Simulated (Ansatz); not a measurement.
In DFT-PBEsol in the program Ansatz with PAW potentials, Be in the diamond structure (Fd-3m) relaxes to a = 4.875 Å. Be has 4 nearest neighbours from 2.11 Å (tetrahedral).

Electronic character: metallic (no gap).

An equation-of-state fit gives a bulk modulus of 45.4 GPa. The relaxed-ion elastic constants in GPa are C11 = 0.6, C12 = 67.6, C44 = -74.6. The highest mode at Γ lies at 522 cm⁻¹.

The start of the workflow was typed in or built on a structure type; neither database checked (COD, Materials Project) lists it. It is not the phase usual at ambient conditions (space group No. 194). The PBEsol relaxation kept the symmetry of its start. At this level the phase is mechanically unstable. As this level gives no gap, shear constants depend on the k-mesh and smearing (Fermi–Dirac, 0.1 eV here). As this level gives no gap, phonon frequencies hold no LO–TO term and depend on the k-mesh and smearing (Fermi–Dirac, 0.1 eV here).

Potentials: the later of the program's two PAW sets.
